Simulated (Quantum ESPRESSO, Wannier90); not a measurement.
# Tight-binding from DFT: ZnSnP2 (P-4m2)

```xyz
4
Lattice="4.0039 0.0000 0.0000 0.0000 4.0039 0.0000 0.0000 0.0000 5.6232" Properties=species:S:1:pos:R:3 pbc="T T T"
Zn     0.0000     0.0000     0.0000
Sn     2.0019     2.0019     2.8116
P      0.0000     2.0019     1.2768
P      2.0019     0.0000    -1.2768
```

Materials Project entry mp-1215429; symmetrised, unrelaxed at this level. Not found in the COD (Crystallography Open Database) copy used; not checked further. Computed values, not measurements, from PBEsol: Quantum ESPRESSO (norm-conserving PseudoDojo potentials, cutoff 68 Ry, spinors with spin-orbit coupling) on a Γ-centred 6×6×4 mesh, then Wannier90. Density: 8×8×6 mesh, Gaussian smearing 0.01 Ry.

A tight-binding model is made by disentanglement and projection with no localisation steps (num_iter = 0), so the 42 orbitals stay atom-like: hydrogen-like Zn: s;p;d; Sn: s;p; P: s;p, axes along x, y, z; frozen window up to 1.96 eV relative to the valence-band maximum. It follows pw.x to 6.9 meV rms for states up to 1.5 eV relative to the valence-band maximum. Matrix elements depend on this choice of orbitals and windows.

Question: What are the on-site energies relative to the valence-band maximum, and how fast do the hoppings decay?

Answer: 
| atom | orbitals | energy (eV) |
|---|---|---|
| Zn1 | s↑ s↓ | 0.19 |
| Zn1 | pz↑ pz↓ | 4.28 |
| Zn1 | px↑ px↓ py↑ py↓ | 4.25 |
| Zn1 | dz2↑ dz2↓ | -6.62 |
| Zn1 | dxz↑ dxz↓ dyz↑ dyz↓ | -6.73 |
| Zn1 | dx2-y2↑ dx2-y2↓ | -6.81 |
| Zn1 | dxy↑ dxy↓ | -6.67 |
| Sn2 | s↑ s↓ | -4.61 |
| Sn2 | pz↑ pz↓ | 2.01 |
| Sn2 | px↑ px↓ py↑ py↓ | 2.13 |
| P3 | s↑ s↓ | -7.37 |
| P3 | pz↑ pz↓ | 0.25 |
| P3 | px↑ px↓ | 0.06 |
| P3 | py↑ py↓ | 0.56 |
| P4 | s↑ s↓ | -7.37 |
| P4 | pz↑ pz↓ | 0.25 |
| P4 | px↑ px↓ | 0.56 |
| P4 | py↑ py↓ | 0.06 |

```json
[
 {"distance of the centres (Å)": "2–3", "largest modulus (eV)": "2.1"},
 {"distance of the centres (Å)": "3–4", "largest modulus (eV)": "0.58"},
 {"distance of the centres (Å)": "4–5", "largest modulus (eV)": "0.59"},
 {"distance of the centres (Å)": "5–6", "largest modulus (eV)": "0.11"},
 {"distance of the centres (Å)": "6–7", "largest modulus (eV)": "0.18"},
 {"distance of the centres (Å)": "7–8", "largest modulus (eV)": "0.031"},
 {"distance of the centres (Å)": "8–9", "largest modulus (eV)": "0.053"},
 {"distance of the centres (Å)": "9–10", "largest modulus (eV)": "0.010"},
 {"distance of the centres (Å)": "10–11", "largest modulus (eV)": "0.025"}
]
```
